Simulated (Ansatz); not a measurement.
BaTiO3 (cubic perovskite)

```yaml
crystal:
  lattice:
    - [3.96988, 0.00000, 0.00000]
    - [0.00000, 3.96988, 0.00000]
    - [0.00000, 0.00000, 3.96988]
  atoms:
    - { symbol: Ba, position: [0.00000, 0.00000, 0.00000] }
    - { symbol: Ti, position: [0.50000, 0.50000, 0.50000] }
    - { symbol: O, position: [0.00000, 0.50000, 0.50000] }
    - { symbol: O, position: [0.50000, 0.50000, 0.00000] }
    - { symbol: O, position: [0.50000, 0.00000, 0.50000] }
```

E(V) scan at fixed shape, V₀ the volume above. Symmetry pins the atoms to their sites.

Calculation: PBEsol (plane waves to 420 eV, PAW, scalar-relativistic; Ansatz, an electronic-structure program). k mesh 8×8×8 (Γ-centred), Fermi-Dirac smearing 0.05 eV. Energies are smeared free energies. BaTiO3 is run without spin polarisation. BaTiO3 was relaxed with its symmetry unable to fall. This is a high-temperature form of BaTiO3. The zero of ΔE is the relaxed starting cell.

```csv
V (Å³/atom),ΔE (meV/atom)
10.511,247.3
11.011,127.8
11.512,52.4
12.012,12.1
12.513,0.0
13.014,10.4
13.514,39.1
14.015,82.2
14.515,136.9
```

Task: What is the fitted pressure derivative B₀′?

Result: 4.5.

Task: What bulk modulus B₀ follows from a third-order Birch-Murnaghan fit?

Result: 180 GPa. Check by three points about V = 12.513 Å³/atom, step 0.501: d²E/dV² ≈ (12.1 − 2·0.0 + 10.4) meV / 0.501² = 0.0898 eV/Å⁶, and V·d²E/dV² × 160.2 = 180 GPa.

(A scan under strain: stresses follow from slopes of the energy per volume, elastic moduli from its curvatures.)
